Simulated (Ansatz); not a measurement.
Mg$_{2}$TeS:
```
CELL_PARAMETERS angstrom
      2.12818     1.22870     7.02259
     -2.12818     1.22870     7.02259
      0.00000    -2.45741     7.02259
ATOMIC_POSITIONS crystal
  Mg 0.99054 0.99054 0.99054
  Mg 0.51049 0.51049 0.51049
  Te 0.12246 0.12246 0.12246
  S  0.62648 0.62648 0.62648
```

Tensor components refer to the Cartesian frame of this cell.

Q: Give the high-frequency dielectric tensor and the Born effective charge tensors of the independent atoms from DFPT, PBEsol in the plane-wave PAW code Ansatz.

A: 
ε∞:
```
5.10  0.00  0.00
0.00  5.10  0.00
0.00  0.00  5.00
```
Z* of atom 1 (Mg), rows: field, columns: displacement, in e:
```
1.97  0.00  0.00
0.00  1.97  0.00
0.00  0.00  2.17
```
Z* of atom 2 (Mg), rows: field, columns: displacement, in e:
```
1.80  0.00  0.00
0.00  1.80  0.00
0.00  0.00  1.77
```
Z* of atom 3 (Te), rows: field, columns: displacement, in e:
```
-1.74   0.00   0.00
 0.00  -1.74   0.00
 0.00   0.00  -1.79
```
Z* of atom 4 (S), rows: field, columns: displacement, in e:
```
-2.03   0.00   0.00
 0.00  -2.03   0.00
 0.00   0.00  -2.15
```

Space group R3m. The workflow started from a Materials Project entry (that database holds measured and hypothetical structures alike); the Crystallography Open Database copy checked does not list it. Whether it is the stable phase at ambient conditions was not checked. Symmetry was held in the PBEsol relaxation; its stability against distortions is not shown here. Scalar-relativistic: spin–orbit coupling is off unless named, which matters more the heavier the elements.

Potentials: the later of the program's two PAW sets.
